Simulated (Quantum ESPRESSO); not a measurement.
# Planted mistakes on one cell of PSi2BC4

The results below are calculated, not measured. They come from pw.x of Quantum ESPRESSO 7.5, a plane-wave density functional program, with PseudoDojo standard norm-conserving files (v0.5 for PBE, v0.4.1 for LDA and PBEsol). The cells are made up: elements, strain and atom displacements were drawn at random, and nothing was relaxed. There is no spin polarisation, spin-orbit coupling or dispersion term.

The cell has 8 sites of a zincblende or diamond lattice. Sites 1 to 4 hold P Si Si B; sites 5 to 8 hold C C C C. Cell vectors in Å: (4.324, -0.029, -0.008); (-0.029, 4.294, 0.037); (-0.008, 0.037, 4.332). Settings: PBE, cutoff 1116 eV, 4 x 4 x 4 k mesh shifted by half a step, Fermi-Dirac smearing of 0.025 eV.

The intended run has a self-consistency threshold of 1e-07 eV, a smearing term of 0.000 eV, a pressure of -10.85 GPa and 11 iterations. Each further run changes one thing: all lengths scaled by 0.9881; atoms of sites 2 and 6 exchanged; cutoff 607 eV; files of LDA; k mesh 2 x 2 x 2; one electron added; smearing 0.42 eV; threshold 0.4 eV. A coarse mesh keeps the shift, and a charged cell sits in a uniform background.

```
run,change of free energy (eV),smearing term -TS (eV),change of P (GPa),largest change of a force component (eV/Å),iterations
A,0.484,0.000,0.28,0.156,11
B,1.405,0.000,-8.92,0.071,11
C,-0.065,-0.257,0.22,0.108,10
D,0.168,0.000,-3.71,0.317,3
E,11.428,-0.005,27.34,0.590,11
F,9.199,0.000,29.31,11.766,11
G,-0.130,0.000,7.19,0.384,11
H,-4.338,0.000,-7.81,0.189,11
```

A rerun of the intended cell at 1347 eV and k mesh 6 x 6 x 6 moved values by no more than 0.007 eV in the cell's energy, 0.07 GPa in stress and 0.007 eV/Å in force.

Question: which change belongs to which run?

## Worked reading

Run D has the fewest iterations, as a run stopped early does. Run C has the largest smearing term, as wide smearing gives. Run B has a higher energy and the largest fall in pressure, as too small a basis gives. Run G changes the volume by a factor of 0.9647; minus its pressure change over the logarithm of that factor, 200 GPa, is a rough bulk modulus with clamped atoms. Energies from files of another functional, or of a charged cell, have another zero and say nothing on stability; the pressure of a charged cell rests on the program's zero of potential too.

## Key

| run | change |
| --- | --- |
| A | k mesh 2 x 2 x 2 |
| B | cutoff 607 eV |
| C | smearing 0.42 eV |
| D | threshold 0.4 eV |
| E | one electron added |
| F | atoms of sites 2 and 6 exchanged |
| G | all lengths scaled by 0.9881 |
| H | files of LDA |